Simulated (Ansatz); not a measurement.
CsPbCl3 in space group Amm2 (No. 38; Pearson symbol oS20), plane-wave PAW PBEsol (Ansatz code). The conduction-band minimum lies at Z, with 1 equivalent valley. Second derivatives d²E/dk² of the lowest band at one valley (eV·Å²), along Cartesian directions:

| direction | d²E/dk² |
|---|---|
| [100] | 66.17 |
| [010] | 7.470 |
| [001] | 7.526 |
| [110] | 36.85 |
| [101] | 36.88 |
| [011] | 7.499 |

**Question.** Find the principal effective masses, the density-of-states mass and the conductivity mass.

**Answer.** Off-diagonal terms follow from H_xy = H[110] − (H_xx + H_yy)/2, and m*/mₑ = 7.620 eV·Å² over each eigenvalue: 0.12, 1.0, 1.0. One valley's DOS mass (m₁m₂m₃)^(1/3) = 0.49, conductivity mass 3/(Σ 1/mᵢ) = 0.28 mₑ.

**Question.** What effective density of states Nc follows at 300 K for parabolic valleys?

**Answer.** Nc = 2.509e19 × 1 × (0.49)^(3/2) ≈ 8.6e18 cm⁻³.

The workflow started from a Materials Project entry (that database holds measured and hypothetical structures alike); the Crystallography Open Database copy checked does not list it. COD files the formula under space group No. 221. Whether it is the stable phase at ambient conditions was not checked. The cell was relaxed with PBEsol under the symmetry of its start; whether a distortion lowers the energy is not shown. Scalar-relativistic: spin–orbit coupling is off unless named, which matters more the heavier the elements.

Potentials: the later of the program's two PAW sets.

Edges and masses are those of Kohn–Sham bands, whose gap is no quasiparticle gap.
